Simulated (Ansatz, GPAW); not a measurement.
This is a calculation of TiNi for Ansatz 0.2.0. The cell comes from a database or a generator and needn't be the stable form of this composition.

input.yaml

```yaml
crystal:
  lattice:
    - [4.08604235, 0.0, 0.0]
    - [0.0, 2.85620424, 0.0]
    - [0.0, 0.0, 4.58675763]
  atoms:
    - { symbol: Ni, position: [0.75, 0.0, 0.82097441], spin: 1.0 }
    - { symbol: Ni, position: [0.25, 0.0, 0.17902559], spin: 1.0 }
    - { symbol: Ti, position: [0.75, 0.5, 0.27440806], spin: 1.0 }
    - { symbol: Ti, position: [0.25, 0.5, 0.72559194], spin: 1.0 }
kpoints:
  mp_grid: { grid: [7, 9, 6] }
scf:
  occupations: { method: fermi_dirac, width: 0.05 }
hamiltonian:
  xc: pbesol
  pseudopotentials: { kind: all_electron, lapw: { basis_error: 0.001 } }
magnetization:
  spin_polarized: true
output:
  forces: true
  stress: true
  eigenvalues: true
  populations: true
```

Potentials or basis: all-electron LAPW, scalar-relativistic.

Launch:

```sh
$ ansatz run input.yaml --threads 4 --pin off --max-ram 12288MiB --backend cpu --events-out ev --progress --plain --runs-dir out
```

Q: Set up the same calculation for GPAW 26.7.0 (ASE script). Potentials or basis there: PAW data sets generated for this functional, cutoff 600 eV.

A: As run (cutoffs and basis follow the program's own potentials, and thresholds, step limits or extra output files can differ):

Contents of run.py:

```python
from ase import Atoms
from ase.dft.bandgap import bandgap
from ase.io import write
from ase.units import Bohr, GPa
from gpaw import GPAW, PW, setup_paths
from gpaw.elf import elf_from_dft_calculation

setup_paths.insert(0, '.')

atoms = Atoms(['Ni', 'Ni', 'Ti', 'Ti'],
              cell=[[4.08604235, 0.0, 0.0],
                    [0.0, 2.85620424, 0.0],
                    [0.0, 0.0, 4.58675763]],
              scaled_positions=[[0.75, 0.0, 0.82097441],
                                [0.25, 0.0, 0.17902559],
                                [0.75, 0.5, 0.27440806],
                                [0.25, 0.5, 0.72559194]],
              pbc=True)
atoms.set_initial_magnetic_moments([1.0, 1.0, 1.0, 1.0])

calc = GPAW(mode=PW(600),
            xc='PBEsol',
            kpts={'size': (7, 9, 6), 'gamma': True},
            occupations={'name': 'fermi-dirac', 'width': 0.05},
            nbands=49,
            convergence={'density': 1e-05, 'energy': 1e-05},
            maxiter=150,
            txt='gpaw.txt')
atoms.calc = calc
energy = atoms.get_potential_energy()
forces = atoms.get_forces()
stress = atoms.get_stress()
calc.write('gs.gpw')
write('result.traj', atoms)
print(f'Energy: {energy:.6f} eV')
print('Forces (eV/A):')
print(forces.round(4))
print('Stress (GPa):', (stress / GPa).round(3))
print('Moments:', calc.get_magnetic_moments().round(3))
print('Fermi level:', round(calc.get_fermi_level(), 4), 'eV')
print(f'Gap: {bandgap(calc)[0]:.4f} eV, direct: {bandgap(calc, direct=True)[0]:.4f} eV')

# fields on the real-space grid
write('density.cube', atoms, data=calc.get_pseudo_density() * Bohr**3)
write('potential.cube', atoms, data=calc.get_electrostatic_potential())
write('spin.cube', atoms, data=(calc.get_pseudo_density(spin=0) - calc.get_pseudo_density(spin=1)) * Bohr**3)
write('elf.cube', atoms, data=elf_from_dft_calculation(calc).data)
```

Potentials or basis: PAW data sets generated in the run's folder for this functional, pw.

Command:

```sh
$ gpaw-setup -f PBEsol Ni Ti
$ OMP_NUM_THREADS=1 python run.py
```

Both were run:

|  | Ansatz | GPAW |
| --- | --- | --- |
| Pressure | -2.9 GPa | -2.3 GPa |
| Net moment | 0.00 μB per cell | 0.00 μB per cell |

Where Ansatz's input types no cutoff or centring, it takes its own default and a Γ-centred mesh.

The magnetic state is the one that the start led to; the real crystal's order can differ.

Pressure is positive in compression.
